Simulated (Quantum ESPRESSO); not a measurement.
# Band energies of PbTe

```
CELL_PARAMETERS angstrom
      0.00000     3.27089     3.27089
      3.27089     0.00000     3.27089
      3.27089     3.27089     0.00000
ATOMIC_POSITIONS crystal
  Te 0.00000 0.00000 0.00000
  Pb 0.50000 0.50000 0.50000
```

PBEsol (Quantum ESPRESSO, PseudoDojo norm-conserving, 82 Ry, scalar-relativistic); path ΓXWKΓLUWLK,UX; energies in eV from the valence-band maximum.

```
k (1/Å)  point  band 11  band 12  band 13  band 14  band 15  band 16  band 17  band 18
-------  -----  -------  -------  -------  -------  -------  -------  -------  -------
0.00         Γ   -11.73    -5.71    -1.19    -1.19    -1.19     4.02     4.02     4.02
0.32             -11.43    -6.39    -1.60    -1.60    -0.26     1.76     4.14     4.14
0.64             -10.68    -7.13    -2.70    -2.29    -2.29     3.73     4.16     4.82
0.96         X   -10.18    -7.24    -4.22    -2.58    -2.58     3.39     5.33     5.33
1.32             -10.06    -7.78    -3.82    -3.21    -0.84     2.38     4.58     5.69
1.44         W   -10.03    -7.86    -3.53    -3.53    -0.28     1.68     5.18     5.18
1.78         K   -10.09    -7.84    -3.85    -2.10    -1.94     3.52     3.74     5.14
2.09             -10.47    -7.88    -2.98    -1.05    -0.71     1.81     1.95     4.71
2.39             -11.26    -6.84    -1.91    -0.71    -0.27     1.74     2.06     4.07
2.70             -11.70    -5.81    -1.23    -1.15    -1.10     3.72     3.79     4.02
2.80         Γ   -11.73    -5.71    -1.19    -1.19    -1.19     4.02     4.02     4.02
3.01             -11.60    -6.09    -1.15    -1.15    -0.99     3.26     3.46     3.46
3.42             -10.72    -7.92    -0.85    -0.85    -0.24     1.18     1.67     1.67
3.63         L   -10.39    -8.40    -0.75    -0.75     0.00     0.74     1.35     1.35
3.75             -10.37    -8.37    -1.25    -0.90    -0.37     1.11     1.55     2.00
4.10             -10.13    -7.99    -3.54    -1.87    -1.67     3.06     3.23     5.30
4.22         U   -10.09    -7.84    -3.85    -2.10    -1.94     3.52     3.74     5.14
4.45             -10.05    -7.85    -3.71    -3.21    -0.60     2.03     4.76     5.51
4.56         W   -10.03    -7.86    -3.53    -3.53    -0.28     1.68     5.18     5.18
4.75             -10.11    -7.98    -3.20    -3.13    -0.32     1.56     4.67     4.90
5.14             -10.38    -8.38    -1.09    -0.89    -0.25     0.98     1.54     1.80
5.24         L   -10.39    -8.40    -0.75    -0.75     0.00     0.74     1.35     1.35
5.41             -10.35    -8.34    -1.62    -1.03    -0.59     1.38     1.74     2.49
5.66             -10.16    -8.06    -3.32    -1.75    -1.52     2.81     2.98     4.94
5.83         K   -10.09    -7.84    -3.85    -2.10    -1.94     3.52     3.74     5.14
5.83         U   -10.09    -7.84    -3.85    -2.10    -1.94     3.52     3.74     5.14
6.17         X   -10.18    -7.24    -4.22    -2.58    -2.58     3.39     5.33     5.33
```

The PBEsol gap is direct, 0.74 eV at L.

Spin-orbit coupling is left out; with 6p states at a band edge it can lower the gap by many tenths of an eV, most of a small gap.

Geometry of the Materials Project entry, not relaxed at this level.
